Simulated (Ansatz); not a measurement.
# What DFT gives for CaZn$_{2}$In$_{2}$

```
Zn Ca In
1.0
     4.42358    0.00000    0.00000
    -2.21179    3.83093    0.00000
     0.00000    0.00000    7.43472
Zn Ca In
2 1 2
Direct
  0.33330 0.66670 0.63070
  0.66670 0.33330 0.36930
  0.00000 0.00000 0.00000
  0.33330 0.66670 0.25710
  0.66670 0.33330 0.74290
```

The numbers come from plane-wave PAW DFT (Ansatz): PBE, spin-orbit coupling, 420 eV, 7×7×4 Γ-centred k points, fermi-dirac occupations (width 0.0808 eV). Nothing was relaxed.

The state carries no moments; the state need not be the lowest.

Is there a gap?

It is a metal, with about 3.4 states/eV a cell as the mean within 0.25 eV of the Fermi level, mostly In p (78 %).

Which atom feels the largest force, and which way?

The largest is on In4 (and as large on other atoms): 0.31 eV/Å, components (0.00, 0.00, 0.31). It makes 72° with the line to a nearest neighbour, Zn2 at 2.69 Å.

How is the charge shared?

Bader charges in e: Ca +1.28, Zn -0.14, In -0.49. In the mean Ca gives up most and In takes most.

Is the cell too large or too small?

The pressure is 2.1 GPa (compression positive), so with the atoms held at these fractions the cell would first expand. The principal stresses 0.6, 2.9, 2.9 GPa differ, so its shape would change too.

Is it stable against the elements?

0.00 eV an atom against the elements' usual phases (free molecules for gases, crystals otherwise, with no correction for O₂ or N₂), too near zero to call. Relaxing would lower it.

Origin: a known structure type with other elements, at an estimated volume, so it need not be a known compound.
